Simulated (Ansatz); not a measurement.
Level of theory: Ansatz 0.2.0, DFT PBE, scalar-relativistic, plane waves, PAW. Settings: cutoff 420 eV, Γ-centred meshes spaced at most about 0.3 Å⁻¹, and about 0.25 Å⁻¹ or finer for metals (2π included), Gaussian smearing. No spin polarisation in the final relaxations.

These are static total energies at zero pressure. All come from trial cells, and lower structures may exist.

Task: Order these relaxed structures of Lu₃Pt₂ by energy, lowest first, with the energy over the lowest of them.
A.

```
CELL_PARAMETERS angstrom
4.78492 0.00000 0.00000
-2.39246 4.14386 0.00000
0.00000 0.00000 5.91136
ATOMIC_POSITIONS crystal
Lu 0.00000 0.00000 0.00000
Lu 0.33333 0.66667 0.66402
Lu 0.66667 0.33333 0.33598
Pt 0.33333 0.66667 0.17582
Pt 0.66667 0.33333 0.82418
```

B.

```
CELL_PARAMETERS angstrom
4.70397 2.71584 1.75115
-4.70397 2.71584 1.75115
0.00000 -5.43167 1.75115
ATOMIC_POSITIONS crystal
Lu 0.00000 0.50000 0.00000
Lu 0.00000 0.00000 0.50000
Lu 0.50000 0.00000 0.00000
Pt 0.74389 0.74389 0.74389
Pt 0.25611 0.25611 0.25611
```

C.

```
CELL_PARAMETERS angstrom
7.41292 0.00000 0.00000
-3.70646 6.41977 0.00000
0.00000 0.00000 3.65656
ATOMIC_POSITIONS crystal
Lu 0.50000 0.00000 0.00000
Lu 0.00000 0.50000 0.00000
Lu 0.50000 0.50000 0.00000
Pt 0.33333 0.66667 0.50000
Pt 0.66667 0.33333 0.50000
```

D.

```
CELL_PARAMETERS angstrom
4.46718 0.00000 0.00000
-2.23359 3.86869 0.00000
0.00000 0.00000 7.19833
ATOMIC_POSITIONS crystal
Lu 0.66667 0.33333 0.21485
Lu 0.66667 0.33333 0.78515
Lu 0.00000 0.00000 0.50000
Pt 0.00000 0.00000 0.00000
Pt 0.33333 0.66667 0.50000
```

Result: A (0 meV/atom), D (443 meV/atom), C (465 meV/atom), B (880 meV/atom). Forms: A P-3m1; D P-6m2; C P6/mmm; B R-3m. Counting all near atoms (those within 1.25 times the shortest distance at each site; a plus sign parts nearer from farther groups; a slash parts the counts of unlike sites): A has Lu 5+6/6+6, Pt 8+3; D has Lu 3/10, Pt 3/6+2; C has Lu 4, Pt 6; B has Lu 2+4, Pt 5.

Spin–orbit coupling, which can matter for Pt, is left out. A magnetic state wasn't ruled out in cells without spin, among them P6/mmm. Cells relaxed within their symmetry can be saddle points. Some candidate types were left out of the draw beforehand, so a known form may be missing.
